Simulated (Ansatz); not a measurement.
Crystals of one structure type (zinc blende) and one family of elements, relaxed and computed with r²SCAN in the plane-wave PAW code Ansatz; HSE06 gaps on those cells.

```csv
crystal,gap (eV),HSE06 gap (eV)
GaSb,0.42,0.77
InP,1.02,1.35
BAs,1.37,?
BP,1.41,1.96
GaP,1.85,2.26
GaN,2.17,3.00
AlN,3.93,4.55
```

Q: Fit a straight line to E_g(HSE06) against E_g and predict the withheld value.

A: Least squares on the 6 shown rows: E_g(HSE06) = 1.094 × E_g + (0.346), with a scatter of 0.14. For BAs this gives 1.84. The run itself gave 1.83, a miss of 0.01.

All cells were relaxed under the symmetry of their starts (and spin orders); stability against distortions was not tested throughout. Scalar-relativistic: spin–orbit coupling is off unless named, which matters more the heavier the elements.

Potentials: the earlier of the program's two PAW sets.
